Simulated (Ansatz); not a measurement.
Property card for ZrTi$_{3}$C$_{4}$

These are results of DFT PBE, scalar-relativistic, plane waves, PAW (Ansatz), not measurements.

Plane waves to 420 eV, a k mesh through Γ of 8×8×12 on the computed 8-atom cell and Gaussian smearing (0.10 eV); no spin polarisation.

The structure is relaxed at this level of theory with its symmetry kept, and needn't be the ground state of this composition.

```
Zr Ti C
1.0
     3.13662   -4.43373    0.00000
     3.13662    4.43373    0.00000
     0.00000    0.00000    3.14314
Zr Ti C
1 3 4
Direct
  0.50000 0.50000 0.00000
  0.00000 0.00000 0.00000
  0.00000 0.50000 0.50000
  0.50000 0.00000 0.50000
  0.75558 0.24442 0.00000
  0.24442 0.75558 0.00000
  0.76136 0.76136 0.50000
  0.23864 0.23864 0.50000
```

```json
{"Space group": "Cmmm (No. 65)", "Volume per atom": "10.93 Å³", "Formation energy from the elements' standard states (uncorrected)": "-0.782 eV/atom", "Kohn–Sham band gap": "none (metal)", "Density of states at the Fermi level": "1.2 states/eV per cell", "Orbital (Löwdin) character within 0.5 eV of the Fermi level": "C 2p 50 %, Ti 3d 38 %, Zr 4d 9 %", "Bader charge by site (e)": "Zr (1 in the cell) 1.87, Ti (1 in the cell) 1.71, Ti (2 in the cell) 1.69, C (2 in the cell) -1.73, C (2 in the cell) -1.75"}
```

The cell was found from a structure generator's guess, not taken from experiment. Löwdin shares on free-atom orbitals overweight diffuse shells.
